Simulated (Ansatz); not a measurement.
Input:

Relaxed PtSb$_{2}$ (space group Pa-3):

```yaml
crystal:
  lattice:
    - [6.42184, 0.00000, 0.00000]
    - [0.00000, 6.42184, 0.00000]
    - [0.00000, 0.00000, 6.42184]
  atoms:
    - { symbol: Sb, position: [0.37466, 0.12534, 0.87466] }
    - { symbol: Sb, position: [0.62534, 0.87466, 0.12534] }
    - { symbol: Sb, position: [0.12534, 0.87466, 0.37466] }
    - { symbol: Sb, position: [0.87466, 0.12534, 0.62534] }
    - { symbol: Sb, position: [0.87466, 0.37466, 0.12534] }
    - { symbol: Sb, position: [0.12534, 0.62534, 0.87466] }
    - { symbol: Sb, position: [0.62534, 0.62534, 0.62534] }
    - { symbol: Sb, position: [0.37466, 0.37466, 0.37466] }
    - { symbol: Pt, position: [0.00000, 0.50000, 0.50000] }
    - { symbol: Pt, position: [0.50000, 0.50000, 0.00000] }
    - { symbol: Pt, position: [0.50000, 0.00000, 0.50000] }
    - { symbol: Pt, position: [0.00000, 0.00000, 0.00000] }
```

The atoms are displaced by Q × the pattern below (from a DFPT mode at Γ, largest move 1; Q in Å), at fixed cell. It is one choice among 3 degenerate patterns.

```tsv
atom	x	y	z
Sb1	-0.136	0.240	-0.817
Sb2	-0.136	0.240	-0.817
Sb3	-0.136	0.240	0.817
Sb4	-0.136	0.240	0.817
Sb5	0.136	0.240	-0.817
Sb6	0.136	0.240	-0.817
Sb7	0.136	0.240	0.817
Sb8	0.136	0.240	0.817
Pt9	-0.632	-0.299	-0.715
Pt10	-0.632	-0.299	0.715
Pt11	0.632	-0.299	-0.715
Pt12	0.632	-0.299	0.715
```

Method: LDA (plane waves to 420 eV, PAW, scalar-relativistic; Ansatz, a quantum-chemistry and plane-wave program). k mesh 6×6×6 (Γ-centred), Fermi-Dirac smearing 0.05 eV. The energy includes the smearing's −TS. With partly filled bands, energies and forces of such displacements shift with the k mesh and the smearing. At this level the bands of PtSb2 touch or barely overlap; measurements give the solid a gap. PtSb2 is run without spin polarisation. PtSb2 was relaxed with its symmetry unable to fall. Spin-orbit coupling is left out, though Pt and Sb are heavy. ΔE is measured from the undisplaced structure.

The scan covers Q from -0.180 to 0.180 Å in 13 points.

Question: Is the energy the same for equal positive and negative displacements?

Answer: Even: the same for both signs.

Question: Is this a single well or a double well?

Answer: A single well with its minimum at or next to zero displacement.

Question: Which space group does the distorted structure have?

Answer: Pca2_1 (No. 29), lowered from Pa-3.

Question: What is the energy change at Q = 0.180 Å?

Answer: 1109 meV/cell.

Question: What harmonic wavenumber does the curvature at Q = 0 give?

Answer: 115 cm⁻¹.

(For displaced atoms, the force is minus the slope of the energy, and its curvature is a force constant, which sets phonon frequencies.)
